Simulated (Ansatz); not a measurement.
**One relaxed cell of Cs2HgPdCl6 at several levels**

A database entry relaxed whole under r2SCAN at zero pressure (I4/mmm, No. 139):

```
CELL_PARAMETERS angstrom
-3.74690 3.74690 5.37797
3.74690 -3.74690 5.37797
3.74690 3.74690 -5.37797
ATOMIC_POSITIONS crystal
Cs 0.75000 0.25000 0.50000
Cs 0.25000 0.75000 0.50000
Hg 0.50000 0.50000 0.00000
Pd 0.00000 0.00000 0.00000
Cl 0.28182 0.28182 0.00000
Cl 0.71818 0.71818 0.00000
Cl 0.21981 0.21981 0.43962
Cl 0.21981 0.78019 0.00000
Cl 0.78019 0.78019 0.56038
Cl 0.78019 0.21981 0.00000
```

Its volume is 30.20 Å³ an atom, +0.6 % against the entry's 30.03, a cell as deposited in COD (1991).

Single points on this cell with plane-wave PAW DFT (Ansatz 0.2.0; r2SCAN 500 eV, hybrids 420 eV; fermi-dirac occupations of width 0.020 eV; no moments): r2SCAN on a 6×6×6 Γ-centred mesh; r2SCAN with spin-orbit coupling on a 4×4×4 Γ-centred mesh; HSE06 on a 4×4×4 Γ-centred mesh; PBE0 on a 4×4×4 Γ-centred mesh.

Q: How do gap, pressure and charges move from level to level?

A: The runs give:

| level | gap (eV), or kind | pressure (GPa) | Bader charge of Cs (e) | Bader charge of Hg (e) | Bader charge of Pd (e) | Bader charge of Cl (e) |
| --- | --- | --- | --- | --- | --- | --- |
| r2SCAN | 1.31 | 0.0 | +0.89 | +0.86 | +0.71 | -0.56 |
| r2SCAN with spin-orbit coupling | 1.28 | -0.1 | +0.89 | +0.85 | +0.72 | -0.56 |
| HSE06 | its mesh misses the band edges | 0.3 | +0.90 | +0.89 | +0.71 | -0.57 |
| PBE0 | its mesh misses the band edges | 0.3 | +0.90 | +0.90 | +0.72 | -0.57 |

Under r2SCAN the gap is 1.31 eV, over mesh and band path. Spin-orbit coupling moves the r2SCAN gap by -0.03 eV.

Caveats: the relaxation kept the start's symmetry; hybrid pressures are good to a few tenths of a GPa; pressure is positive in compression.
